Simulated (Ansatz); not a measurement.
input.yaml

```yaml
crystal:
  lattice:
    - [3.9223441758, 0.0, 0.0]
    - [0.0, 12.092852515, 0.0]
    - [0.0, 0.0, 3.8837538806]
  atoms:
    - { symbol: Bi, position: [0.4133112203, 0.8565287924, 0.5] }
    - { symbol: Bi, position: [0.5866887797, 0.1434712076, 0.5] }
    - { symbol: Bi, position: [0.9133112203, 0.6434712076, 0.0] }
    - { symbol: Bi, position: [0.0866887797, 0.3565287924, 0.0] }
    - { symbol: S, position: [0.0, 0.0, 0.0] }
    - { symbol: S, position: [0.5, 0.5, 0.5] }
    - { symbol: O, position: [0.436574464, 0.7490698398, 0.0] }
    - { symbol: O, position: [0.563425536, 0.2509301602, 0.0] }
    - { symbol: O, position: [0.936574464, 0.7509301602, 0.5] }
    - { symbol: O, position: [0.063425536, 0.2490698398, 0.5] }
basis:
  ecutwfc: 420
kpoints:
  mp_grid: { grid: [8, 4, 8] }
hamiltonian:
  xc: pbesol
scf:
  occupations: { method: gaussian, width: 0.02 }
output:
  forces: true
  stress: true
  eigenvalues: true
relax:
  adjacent_minimum: "off"
  f_tol: 0.01
  max_steps: 30
  cell: { stress_tol: 0.1, fix: [volume] }
```

Launched with
```bash
ansatz run input.yaml --threads 2 --pin off --max-ram 5120MiB --backend cpu --events-out ev --progress --plain --runs-dir out
```

Method: DFT PBEsol, scalar-relativistic, plane waves, PAW in Ansatz.

From the run's log, abridged:

```
Pseudopotentials: kind: paw
Pseudopotential: Bi, paw, valence charge 15, recommended cutoff 420 eV (normal)
Pseudopotential: S, paw, valence charge 6, recommended cutoff 420 eV (normal)
Pseudopotential: O, paw, valence charge 6, recommended cutoff 420 eV (normal)
Functional definition: PBEsol
Crystal: 10 atoms, lattice volume = 184.215 Å³
Basis set: ecut = 420 eV, 3613 PW (Γ), exchange–correlation on 54×162×54 points (8 copies of the dense FFT grid, shifted against one another)
Bands: 58, of which v1, the nominal top of the filled ones, is band 48 counted from 1 (47 counted from 0)
Symmetry: 8 space group operations
Space group: Pnnm (ITA 58), of the structure as read, at distance tolerance 5.7e-5 Å
k-points: 75 of 256
Initial density: superposition of atomic densities (neutral atoms: chi_scale 0, normalization atom), corrected by the library's trained network
Initial wavefunctions: pseudopotential atomic-orbital guess
Functional: x = pbesol(κ = 0.804, μ = 0.12345679), c = pbesol(β = 0.046)
SCF iter   1: F=—  HF=-52981.100327 eV  |F-HF|=—  |Δ(HF+E_count)|=         —  Δρ=1.35e-2  dr2=3.27e-1  ethr=1.77e-3  ⟨swp⟩=6.0  Hψ=17977  notcnv=0
SCF iter   2: F=—  HF=-52981.037030 eV  |F-HF|=—  |Δ(HF+E_count)|=   6.33e-2  Δρ=4.29e-3  dr2=4.19e-2  ethr=3.41e-4  ⟨swp⟩=2.2  Hψ=6246  notcnv=0  defer=262
SCF iter   3: F=—  HF=-52981.028101 eV  |F-HF|=—  |Δ(HF+E_count)|=   8.93e-3  Δρ=8.62e-4  dr2=1.44e-3  ethr=4.36e-5  ⟨swp⟩=2.0  Hψ=5924  notcnv=0  defer=263
SCF iter   4: F=—  HF=-52981.027940 eV  |F-HF|=—  |Δ(HF+E_count)|=   1.60e-4  Δρ=8.88e-5  dr2=1.68e-5  ethr=1.50e-6  ⟨swp⟩=2.0  Hψ=5584  notcnv=0  defer=263
SCF iter   5: F=—  HF=-52981.027948 eV  |F-HF|=—  |Δ(HF+E_count)|=   7.35e-6  Δρ=2.55e-5  dr2=1.21e-6  ethr=1.75e-8  ⟨swp⟩=2.3  Hψ=6705  notcnv=0  defer=263
SCF iter   6: F=—  HF=-52981.027948 eV  |F-HF|=—  |Δ(HF+E_count)|=   4.13e-7  Δρ=7.10e-6  dr2=1.42e-7  ethr=1.04e-10  ⟨swp⟩=10.2  Hψ=21939  notcnv=0
SCF iter   7: F=-52981.027948 eV  HF=-52981.027948 eV  |F-HF|=1.75e-9  |Δ(HF+E_count)|=   2.28e-9  Δρ=1.46e-6  dr2=4.58e-9  ethr=1.04e-10  ⟨swp⟩=4.6  Hψ=15613  notcnv=0
SCF 1 converged in 7 iterations: F = -52981.027948 eV  dr2 = 4.58e-9
relax step   1: F+E_penalty+E_count = -52981.02794822 eV  Δ(F+E_penalty+E_count) = +0.000e0 eV  max|allowed force component| = 3.367e-1 eV/Å  Δτ_max = 0.0000 Å  P = -4.598 GPa  Ω = 184.215 Å³  fix = [volume]  reactions: volume -4.598 GPa (7 SCF iters, dr2 threshold 1.00e-7 eV, accepted)
Basis set: ecut = 420 eV, 3633 PW (Γ), exchange–correlation on 54×162×54 points (8 copies of the dense FFT grid, shifted against one another)
Initial density: handed on by an earlier stage of this run
Initial wavefunctions: those handed on with the density
SCF iter   1: F=—  HF=-52981.027803 eV  |F-HF|=—  |Δ(HF+E_count)|=         —  Δρ=6.47e-3  dr2=4.09e-2  ethr=4.25e-5  ⟨swp⟩=2.8  Hψ=20796  notcnv=0
SCF iter   2: F=—  HF=-52981.019985 eV  |F-HF|=—  |Δ(HF+E_count)|=   7.82e-3  Δρ=3.13e-3  dr2=9.86e-3  ethr=4.25e-5  ⟨swp⟩=3.0  Hψ=8568  notcnv=0
SCF iter   3: F=—  HF=-52981.018690 eV  |F-HF|=—  |Δ(HF+E_count)|=   1.30e-3  Δρ=5.27e-4  dr2=4.35e-4  ethr=1.03e-5  ⟨swp⟩=2.8  Hψ=8148  notcnv=0
SCF iter   4: F=—  HF=-52981.018711 eV  |F-HF|=—  |Δ(HF+E_count)|=   2.12e-5  Δρ=7.86e-5  dr2=1.01e-5  ethr=4.53e-7  ⟨swp⟩=2.4  Hψ=7868  notcnv=0
SCF iter   5: F=-52981.018716 eV  HF=-52981.018716 eV  |F-HF|=1.38e-7  |Δ(HF+E_count)|=   4.63e-6  Δρ=1.88e-5  dr2=7.26e-7  ethr=1.05e-8  ⟨swp⟩=2.3  Hψ=6581  notcnv=0
SCF iter   6: F=-52981.018716 eV  HF=-52981.018716 eV  |F-HF|=4.27e-9  |Δ(HF+E_count)|=   3.05e-7  Δρ=3.81e-6  dr2=3.22e-8  ethr=7.57e-10  ⟨swp⟩=3.5  Hψ=17652  notcnv=0
the search or the solves at the SCF's close seem to have found levels that the self-consistency loop had missed (the run counts 1). By its estimate they hold under 1e-12 electrons; where the run keeps them, the occupations were computed again with them
SCF 2 converged in 6 iterations: F = -52981.018716 eV  dr2 = 3.22e-8
relax step   2: F+E_penalty+E_count = -52981.01871603 eV  Δ(F+E_penalty+E_count) = +9.232e-3 eV  max|allowed force component| = 4.951e-1 eV/Å  Δτ_max = 0.0647 Å  P = -2.348 GPa  Ω = 184.215 Å³  energy of the carried Pulay correction = -5.841e-17 eV  fix = [volume]  (6 SCF iters, dr2 threshold 1.00e-6 eV, rejected (line search))
SCF iter   1: F=—  HF=-52981.048248 eV  |F-HF|=—  |Δ(HF+E_count)|=         —  Δρ=3.52e-3  dr2=1.28e-2  ethr=1.35e-5  ⟨swp⟩=2.9  Hψ=22135  notcnv=0
SCF iter   2: F=—  HF=-52981.045768 eV  |F-HF|=—  |Δ(HF+E_count)|=   2.48e-3  Δρ=1.69e-3  dr2=3.15e-3  ethr=1.34e-5  ⟨swp⟩=3.0  Hψ=8605  notcnv=0
SCF iter   3: F=—  HF=-52981.045293 eV  |F-HF|=—  |Δ(HF+E_count)|=   4.74e-4  Δρ=2.94e-4  dr2=1.55e-4  ethr=3.28e-6  ⟨swp⟩=2.2  Hψ=7965  notcnv=0
SCF iter   4: F=—  HF=-52981.045291 eV  |F-HF|=—  |Δ(HF+E_count)|=   2.49e-6  Δρ=4.32e-5  dr2=3.13e-6  ethr=1.61e-7  ⟨swp⟩=2.7  Hψ=7886  notcnv=0
SCF iter   5: F=—  HF=-52981.045309 eV  |F-HF|=—  |Δ(HF+E_count)|=   1.80e-5  Δρ=1.01e-5  dr2=2.13e-7  ethr=3.26e-9  ⟨swp⟩=2.1  Hψ=6238  notcnv=0
SCF iter   6: F=—  HF=-52981.045309 eV  |F-HF|=—  |Δ(HF+E_count)|=   8.87e-8  Δρ=2.10e-6  dr2=1.03e-8  ethr=2.21e-10  ⟨swp⟩=2.1  Hψ=7861  notcnv=0
SCF iter   7: F=—  HF=-52981.045309 eV  |F-HF|=—  |Δ(HF+E_count)|=   3.41e-9  Δρ=6.64e-7  dr2=6.65e-10  ethr=1.07e-11  ⟨swp⟩=2.0  Hψ=7950  notcnv=0
SCF iter   8: F=-52981.045309 eV  HF=-52981.045309 eV  |F-HF|=1.46e-11  |Δ(HF+E_count)|=  1.82e-10  Δρ=1.05e-7  dr2=2.09e-11  ethr=1.00e-12  ⟨swp⟩=5.2  Hψ=15627  notcnv=0
SCF 3 converged in 8 iterations: F = -52981.045309 eV  dr2 = 2.09e-11
relax step   3: F+E_penalty+E_count = -52981.04530877 eV  Δ(F+E_penalty+E_count) = -1.736e-2 eV  max|allowed force component| = 6.791e-2 eV/Å  Δτ_max = 0.0315 Å  P = -3.710 GPa  Ω = 184.215 Å³  energy of the carried Pulay correction = -5.841e-17 eV  fix = [volume]  reactions: volume -3.710 GPa (8 SCF iters, accepted)
SCF iter   1: F=—  HF=-52981.052066 eV  |F-HF|=—  |Δ(HF+E_count)|=         —  Δρ=4.43e-3  dr2=1.55e-2  ethr=1.56e-5  ⟨swp⟩=3.0  Hψ=19982  notcnv=0
SCF iter   2: F=—  HF=-52981.050190 eV  |F-HF|=—  |Δ(HF+E_count)|=   1.88e-3  Δρ=2.17e-3  dr2=3.42e-3  ethr=1.56e-5  ⟨swp⟩=3.0  Hψ=7441  notcnv=0
SCF iter   3: F=—  HF=-52981.050309 eV  |F-HF|=—  |Δ(HF+E_count)|=   1.19e-4  Δρ=3.23e-4  dr2=1.20e-4  ethr=3.56e-6  ⟨swp⟩=2.0  Hψ=7571  notcnv=0
SCF iter   4: F=—  HF=-52981.050326 eV  |F-HF|=—  |Δ(HF+E_count)|=   1.72e-5  Δρ=3.30e-5  dr2=1.39e-6  ethr=1.25e-7  ⟨swp⟩=2.5  Hψ=6323  notcnv=0
SCF iter   5: F=-52981.050327 eV  HF=-52981.050327 eV  |F-HF|=3.94e-8  |Δ(HF+E_count)|=   1.01e-6  Δρ=8.19e-6  dr2=8.64e-8  ethr=1.45e-9  ⟨swp⟩=2.2  Hψ=7718  notcnv=0
SCF iter   6: F=-52981.050327 eV  HF=-52981.050327 eV  |F-HF|=1.32e-9  |Δ(HF+E_count)|=   5.50e-8  Δρ=1.65e-6  dr2=5.93e-9  ethr=9.00e-11  ⟨swp⟩=2.9  Hψ=15792  notcnv=0
SCF 4 converged in 6 iterations: F = -52981.050327 eV  dr2 = 5.93e-9
relax step   4: F+E_penalty+E_count = -52981.05032704 eV  Δ(F+E_penalty+E_count) = -5.018e-3 eV  max|allowed force component| = 7.397e-2 eV/Å  Δτ_max = 0.0472 Å  P = -3.317 GPa  Ω = 184.215 Å³  energy of the carried Pulay correction = -1.752e-16 eV  fix = [volume]  reactions: volume -3.317 GPa (6 SCF iters, dr2 threshold 2.88e-7 eV, accepted)
SCF iter   1: F=—  HF=-52981.060119 eV  |F-HF|=—  |Δ(HF+E_count)|=         —  Δρ=4.26e-3  dr2=1.59e-2  ethr=1.60e-5  ⟨swp⟩=2.7  Hψ=23588  notcnv=0
SCF iter   2: F=—  HF=-52981.058426 eV  |F-HF|=—  |Δ(HF+E_count)|=   1.69e-3  Δρ=2.12e-3  dr2=3.59e-3  ethr=1.60e-5  ⟨swp⟩=3.0  Hψ=7677  notcnv=0
SCF iter   3: F=—  HF=-52981.058684 eV  |F-HF|=—  |Δ(HF+E_count)|=   2.58e-4  Δρ=3.44e-4  dr2=1.55e-4  ethr=3.74e-6  ⟨swp⟩=2.0  Hψ=7837  notcnv=0
SCF iter   4: F=—  HF=-52981.058730 eV  |F-HF|=—  |Δ(HF+E_count)|=   4.58e-5  Δρ=4.17e-5  dr2=2.56e-6  ethr=1.61e-7  ⟨swp⟩=2.4  Hψ=6270  notcnv=0
SCF iter   5: F=-52981.058731 eV  HF=-52981.058731 eV  |F-HF|=1.46e-8  |Δ(HF+E_count)|=   1.38e-6  Δρ=1.00e-5  dr2=1.65e-7  ethr=2.67e-9  ⟨swp⟩=2.1  Hψ=7772  notcnv=0
SCF iter   6: F=-52981.058731 eV  HF=-52981.058731 eV  |F-HF|=3.29e-9  |Δ(HF+E_count)|=   5.60e-8  Δρ=2.27e-6  dr2=1.17e-8  ethr=1.72e-10  ⟨swp⟩=3.3  Hψ=16528  notcnv=0
SCF 5 converged in 6 iterations: F = -52981.058731 eV  dr2 = 1.17e-8
relax step   5: F+E_penalty+E_count = -52981.05873124 eV  Δ(F+E_penalty+E_count) = -8.404e-3 eV  max|allowed force component| = 1.519e-2 eV/Å  Δτ_max = 0.0632 Å  P = -2.893 GPa  Ω = 184.215 Å³  energy of the carried Pulay correction = -5.841e-17 eV  fix = [volume]  reactions: volume -2.893 GPa (6 SCF iters, dr2 threshold 3.42e-7 eV, accepted)
SCF iter   1: F=—  HF=-52981.059424 eV  |F-HF|=—  |Δ(HF+E_count)|=         —  Δρ=1.36e-3  dr2=1.48e-3  ethr=1.57e-6  ⟨swp⟩=3.2  Hψ=20612  notcnv=0  defer=1
SCF iter   2: F=—  HF=-52981.059238 eV  |F-HF|=—  |Δ(HF+E_count)|=   1.86e-4  Δρ=6.66e-4  dr2=3.23e-4  ethr=1.54e-6  ⟨swp⟩=2.0  Hψ=7284  notcnv=0
SCF iter   3: F=—  HF=-52981.059250 eV  |F-HF|=—  |Δ(HF+E_count)|=   1.22e-5  Δρ=1.01e-4  dr2=1.18e-5  ethr=3.37e-7  ⟨swp⟩=2.0  Hψ=7708  notcnv=0
SCF iter   4: F=—  HF=-52981.059260 eV  |F-HF|=—  |Δ(HF+E_count)|=   9.75e-6  Δρ=1.10e-5  dr2=1.66e-7  ethr=1.23e-8  ⟨swp⟩=2.7  Hψ=6667  notcnv=0
SCF iter   5: F=-52981.059260 eV  HF=-52981.059260 eV  |F-HF|=3.38e-9  |Δ(HF+E_count)|=   1.07e-7  Δρ=2.65e-6  dr2=1.06e-8  ethr=1.73e-10  ⟨swp⟩=2.1  Hψ=7586  notcnv=0
SCF iter   6: F=-52981.059260 eV  HF=-52981.059260 eV  |F-HF|=1.82e-10  |Δ(HF+E_count)|=   5.38e-9  Δρ=5.26e-7  dr2=6.24e-10  ethr=1.10e-11  ⟨swp⟩=3.0  Hψ=15881  notcnv=0
SCF 6 converged in 6 iterations: F = -52981.059260 eV  dr2 = 6.24e-10
relax step   6: F+E_penalty+E_count = -52981.05926012 eV  Δ(F+E_penalty+E_count) = -5.289e-4 eV  max|allowed force component| = 3.176e-3 eV/Å  Δτ_max = 0.0146 Å  P = -2.770 GPa  Ω = 184.215 Å³  fix = [volume]  reactions: volume -2.770 GPa (6 SCF iters, dr2 threshold 4.18e-8 eV, accepted)
Initial wavefunctions: pseudopotential atomic-orbital guess (no wavefunctions were taken with the density)
SCF iter   1: F=—  HF=-52981.059389 eV  |F-HF|=—  |Δ(HF+E_count)|=         —  Δρ=8.94e-5  dr2=6.14e-7  ethr=1.16e-7  ⟨swp⟩=3.7  Hψ=31379  notcnv=0
SCF iter   2: F=—  HF=-52981.059410 eV  |F-HF|=—  |Δ(HF+E_count)|=   2.12e-5  Δρ=4.52e-5  dr2=1.53e-7  ethr=6.39e-10  ⟨swp⟩=2.0  Hψ=5923  notcnv=0
SCF iter   3: F=—  HF=-52981.059421 eV  |F-HF|=—  |Δ(HF+E_count)|=   1.11e-5  Δρ=8.37e-7  dr2=4.42e-10  ethr=1.59e-10  ⟨swp⟩=2.0  Hψ=6223  notcnv=0
SCF iter   4: F=-52981.059421 eV  HF=-52981.059421 eV  |F-HF|=4.37e-11  |Δ(HF+E_count)|=  2.98e-10  Δρ=2.19e-7  dr2=2.95e-11  ethr=1.00e-12  ⟨swp⟩=2.1  Hψ=7807  notcnv=0
SCF iter   5: F=-52981.059421 eV  HF=-52981.059421 eV  |F-HF|=2.18e-11  |Δ(HF+E_count)|=  7.28e-11  Δρ=4.78e-8  dr2=2.20e-12  ethr=1.00e-12  ⟨swp⟩=1.0  Hψ=4350  notcnv=0
SCF iter   6: F=-52981.059421 eV  HF=-52981.059421 eV  |F-HF|=7.28e-12  |Δ(HF+E_count)|=  2.18e-11  Δρ=8.22e-9  dr2=1.10e-13  ethr=1.00e-12  ⟨swp⟩=1.0  Hψ=4350  notcnv=0
SCF iter   7: F=-52981.059421 eV  HF=-52981.059421 eV  |F-HF|=2.18e-11  |Δ(HF+E_count)|=  2.18e-11  Δρ=1.87e-9  dr2=7.79e-15  ethr=1.00e-12  ⟨swp⟩=1.0  Hψ=4350  notcnv=0
SCF iter   8: F=-52981.059421 eV  HF=-52981.059421 eV  |F-HF|=0.00e0  |Δ(HF+E_count)|=    0.00e0  Δρ=4.23e-10  dr2=3.13e-16  ethr=1.00e-12  ⟨swp⟩=1.0  Hψ=9000  notcnv=0
SCF 7 converged in 8 iterations: F = -52981.059421 eV  dr2 = 3.13e-16
SCF converged after 8 iterations
Free energy (F): -52981.059421 eV
Harris-Foulkes:  -52981.059421 eV  (|F-HF|=0.00e0)
Internal energy: -52981.059421 eV  (E = F + TS)
E sigma→0 (E₀):  -52981.059421 eV
Fermi energy:    9.902012 eV
--- Per-component energies (eV) ---
  E_band       = -345.256265
  E_kinetic    = 2111.714888
  E_local      = -7910.258237  (includes V_loc(G=0)·N_el)
  E_nonlocal   = 2514.914504
  E_hartree    = 2684.485092
  E_xc         = -1086.463687
  E_vxc        = -1126.806366  (∫ρ·V_xc dr)
  E_paw        = -43815.430464  (= ΣΔE_a)
  E_vpaw       = -1303.798954  (= ΣTr[D̂ρ^β])
  E_aug_tail   = 0.007718  (compensation charges beyond the density's cutoff)
  E_ewald      = -7480.653295
  E_core_change = 0.624059  (= ΣΔE_core)
  E_smearing   =  0.000000  (= −TS)
--- Forces (eV/Å), atoms counted from 1 ---
  atom   1  Bi    -0.00307353     0.00027928     0.00000000
  atom   2  Bi     0.00307353    -0.00027928     0.00000000
  atom   3  Bi    -0.00307353    -0.00027928     0.00000000
  atom   4  Bi     0.00307353     0.00027928     0.00000000
  atom   5  S      0.00000000     0.00000000     0.00000000
  atom   6  S      0.00000000     0.00000000     0.00000000
  atom   7  O      0.00091269     0.00092499     0.00000000
  atom   8  O     -0.00091269    -0.00092499     0.00000000
  atom   9  O      0.00091269    -0.00092499     0.00000000
  atom  10  O     -0.00091269     0.00092499     0.00000000
--- Stress (GPa, compression-positive) ---
       -2.739677       0.000000       0.000000
        0.000000      -2.768244       0.000000
        0.000000       0.000000      -2.794923
  P = ⅓ Tr σ = -2.7676 GPa (-27.676 kbar)
--- Band table (eV; the first three rows and the last of 75) ---
  k-point 0: bands = ["-13.1789", "-13.1780", "-12.9802", "-12.9706", "-12.9698", "-12.9684", "-12.9665", "-12.9626", "-12.9532", "-12.9404", "-12.9335", "-12.9225", "-12.9101", "-12.9079", "-12.9077", "-12.8972", "-12.8907", "-12.8833", "-12.8786", "-12.8781", "-9.6011", "-9.5819", "-7.0923", "-7.0923", "-2.9431", "-2.2543", "-1.0980", "0.4723", "1.3475", "2.2593", "4.3016", "4.3361", "4.3672", "4.4658", "6.7699", "6.7867", "7.2275", "7.3197", "7.4073", "7.4322", "7.5242", "7.7042", "8.4881", "8.4912", "8.5450", "8.8382", "9.1068", "9.1949", "10.3090", "10.9555", "12.6142", "12.7968", "13.0414", "13.9497", "13.9675", "14.2131", "14.4022", "14.7527"]
  k-point 1: bands = ["-13.1731", "-13.1725", "-12.9784", "-12.9695", "-12.9688", "-12.9686", "-12.9672", "-12.9554", "-12.9515", "-12.9414", "-12.9307", "-12.9291", "-12.9289", "-12.9080", "-12.9076", "-12.8975", "-12.8968", "-12.8879", "-12.8806", "-12.8799", "-9.4916", "-9.4725", "-7.1582", "-7.1578", "-2.8229", "-2.1593", "-1.0463", "0.3098", "1.2748", "1.9263", "4.2766", "4.3546", "4.5011", "4.5067", "6.4855", "6.5479", "6.9940", "7.1562", "7.1672", "7.2686", "7.3523", "7.7578", "8.3411", "8.6872", "8.7754", "8.7846", "9.0019", "9.2115", "10.9726", "11.4937", "12.4949", "12.8652", "13.3491", "13.5963", "13.9065", "14.1823", "14.4886", "14.8342"]
  k-point 2: bands = ["-13.1596", "-13.1588", "-13.0022", "-12.9991", "-12.9737", "-12.9676", "-12.9672", "-12.9462", "-12.9450", "-12.9391", "-12.9327", "-12.9325", "-12.9217", "-12.9213", "-12.9150", "-12.9000", "-12.8906", "-12.8850", "-12.8849", "-12.8839", "-9.1837", "-9.1654", "-7.3683", "-7.3664", "-2.4658", "-1.8954", "-0.8745", "-0.0643", "1.0107", "1.0954", "4.1572", "4.5528", "4.7819", "4.7911", "5.9507", "6.0531", "6.4099", "6.4100", "6.6908", "6.9492", "7.0531", "7.8412", "8.6619", "8.7209", "8.8487", "8.9806", "9.1250", "9.2537", "11.9716", "12.3434", "12.7880", "12.8293", "12.8971", "13.7690", "14.0072", "14.1893", "14.7824", "14.9563"]
  k-point 74: bands = ["-13.1627", "-13.1627", "-13.1592", "-13.1592", "-12.9445", "-12.9445", "-12.9371", "-12.9371", "-12.9106", "-12.9106", "-12.9013", "-12.9013", "-12.9010", "-12.9010", "-12.8845", "-12.8845", "-12.8837", "-12.8837", "-12.8788", "-12.8788", "-7.8983", "-7.8983", "-7.8962", "-7.8962", "-1.1941", "-1.1941", "-1.1330", "-1.1330", "-0.8629", "-0.8629", "4.5631", "4.5631", "4.5925", "4.5925", "5.2086", "5.2086", "5.7765", "5.7765", "7.2166", "7.2166", "7.8990", "7.8990", "8.0046", "8.0046", "8.0072", "8.0072", "8.5837", "8.5837", "11.6970", "11.6970", "11.8429", "11.8429", "13.4408", "13.4408", "15.1299", "15.1299", "15.2405", "15.2405"]
--- Relaxed structure (6 steps of the walk, 5 accepted, 1 SCFs on fresh bases) ---
  F+E_penalty+E_count = -52981.05942135 eV   max|allowed force component| = 3.074e-3 eV/Å   (the final SCF, on the basis selected at the relaxed cell)
  cell:  # Å, volume = 184.2155 Å³
    - [3.95316781, 0.0, 0.0]
    - [0.0, 12.04551598, 0.0]
    - [0.0, 0.0, 3.86861486]
  atoms:
    - { symbol: Bi, position: [0.37481329, 0.85519254, 0.49999999] }
    - { symbol: Bi, position: [0.62518670, 0.14480745, 0.49999999] }
    - { symbol: Bi, position: [0.87481329, 0.64480745, 0.0] }
    - { symbol: Bi, position: [0.12518670, 0.35519254, 0.0] }
    - { symbol: S, position: [0.0, 0.0, 0.0] }
    - { symbol: S, position: [0.50000000, 0.5, 0.49999999] }
    - { symbol: O, position: [0.40809551, 0.74796647, 0.0] }
    - { symbol: O, position: [0.59190448, 0.25203352, 0.0] }
    - { symbol: O, position: [0.90809551, 0.75203352, 0.49999999] }
    - { symbol: O, position: [0.09190448, 0.24796647, 0.49999999] }
```

The relaxation met its thresholds.

The run took 60 s on 2 threads of AMD EPYC 9R45 96-Core Processor (Zen 5), with other jobs on the host, peak memory 0.94 GiB.

Spin–orbit coupling is left out, which can shift energies with elements as heavy as these.